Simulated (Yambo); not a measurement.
Yambo input for Rb$_{2}$NaYF$_{6}$ (space group Fm-3m, No. 225) (a = b = c = 6.3829 Å, α = β = γ = 60.00°), on PBEsol (pw.x of Quantum ESPRESSO, ONCV potentials, no spin-orbit coupling) wavefunctions on a 4×4×4 mesh:

```
optics
chi
dipoles
kernel
FFTGvecs= 40 Ry
Chimod= "HARTREE"
NGsBlkXd= 3 Ry
% QpntsRXd
 1 | 1 |
%
% BndsRnXd
 2 | 146 |
%
GrFnTpXd= "R"
% EnRngeXd
 0.0 | 20.0 | eV
%
% DmRngeXd
 0.2 | 0.2 | eV
%
CGrdSpXd= 50
ETStpsXd= 161
% LongDrXd
 1.0 | 0.0 | 0.0 |
%
```

First lines of the file o-*.eps_q1_inv_rpa_dyson:

```
Absorption @ Q(1):   1.00000000     0.00000000     0.00000000    [q->0 direction]
#
# [ X ] Hartree size     :  137
# [GEN] GF Energies     : Perdew, Burke & Ernzerhof SOL(X)+Perdew, Burke & Ernzerhof SOL(C)
# [GEN] Green`s Function     : Retarded
#
# [GEN] Gauge     : Length
# [GEN] [r,Vnl] included     : yes
#
#    E[1] [eV]     Im(eps)     Re(eps)     Im(eps_o)     Re(eps_o)
#
     0.000000     -0.36852E-09     2.014065     0.10205E-17     2.209199
     0.125000     0.325981E-3     2.014167     0.400880E-3     2.209324
     0.250000     0.652576E-3     2.014472     0.802520E-3     2.209699
     0.375000     0.980400E-3     2.014981     0.001206     2.210325
     0.500000     0.001310     2.015696     0.001611     2.211204
     0.625000     0.001642     2.016617     0.002020     2.212337
     0.750000     0.001978     2.017746     0.002432     2.213725
     0.875000     0.002317     2.019086     0.002849     2.215373
     1.000000     0.002660     2.020638     0.003272     2.217282
     1.125000     0.003009     2.022406     0.003701     2.219457
     1.250000     0.003364     2.024394     0.004138     2.221902
     1.375000     0.003725     2.026605     0.004583     2.224622
     1.500000     0.004095     2.029044     0.005037     2.227623
     1.625000     0.004472     2.031716     0.005502     2.230909
     1.750000     0.004859     2.034627     0.005978     2.234490
     1.875000     0.005257     2.037781     0.006468     2.238371
     2.000000     0.005666     2.041187     0.006972     2.242562
     2.125000     0.006087     2.044852     0.007491     2.247072
     2.250000     0.006523     2.048784     0.008028     2.251911
     2.375000     0.006973     2.052993     0.008583     2.257091
     2.500000     0.007441     2.057487     0.009160     2.262623
     2.625000     0.007927     2.062278     0.009759     2.268521
     2.750000     0.008434     2.067378     0.010384     2.274800
     2.875000     0.008962     2.072801     0.011036     2.281477
     3.000000     0.009515     2.078560     0.011719     2.288569
     3.125000     0.010095     2.084672     0.012435     2.296096
     3.250000     0.010705     2.091154     0.013188     2.304081
     3.375000     0.011348     2.098025     0.013981     2.312546
     3.500000     0.012027     2.105307     0.014820     2.321518
     3.625000     0.012747     2.113024     0.015709     2.331028
     3.750000     0.013511     2.121201     0.016654     2.341107
     3.875000     0.014326     2.129869     0.017661     2.351792
     4.000000     0.015198     2.139061     0.018738     2.363123
```
(The file goes on to the top of the energy range.) Convergence of the RPA response with its 4×4×4 mesh was not tested.

Geometry of the Materials Project entry, not relaxed at this level.
